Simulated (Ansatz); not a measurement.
Values for one crystal, relaxed and computed with r²SCAN (plane waves, PAW; program Ansatz); other levels are named.

* **Volume per atom**: 15.39 Å³
* **Electronic character**: metallic (no gap)
* **Gap with spin–orbit coupling**: none (metallic)
* **Bulk modulus (Birch–Murnaghan fit)**: 161 GPa
* **Formation energy from the elements (no fitted shifts)**: -0.64 eV/atom
* **Pressure derivative B′**: 4.7
* **Density of states at the Fermi level**: 0.43 states/eV per atom (mean over ±0.08 eV)

Q: Which of these materials gives this?
(A) MgB2, P6/mmm (Mg on 1a, B on 2d)
(B) BC5, I-4m2 (B on 2c, C on 4e, C on 2b, C on 4f)
(C) BaIrO3, cubic perovskite
(D) LuBPd3, cubic perovskite

A: D, LuBPd3, cubic perovskite

Space group Pm-3m (cubic perovskite). The workflow started from an entry of the Crystallography Open Database (COD). Whether it is the stable phase at ambient conditions was not checked. Symmetry was held in the r²SCAN relaxation; its stability against distortions is not shown here. No spin polarisation was allowed. The references are the lowest solids computed at this level, not always the standard phases. Scalar-relativistic: spin–orbit coupling is off unless named, which matters more the heavier the elements.

Potentials: the later of the program's two PAW sets.
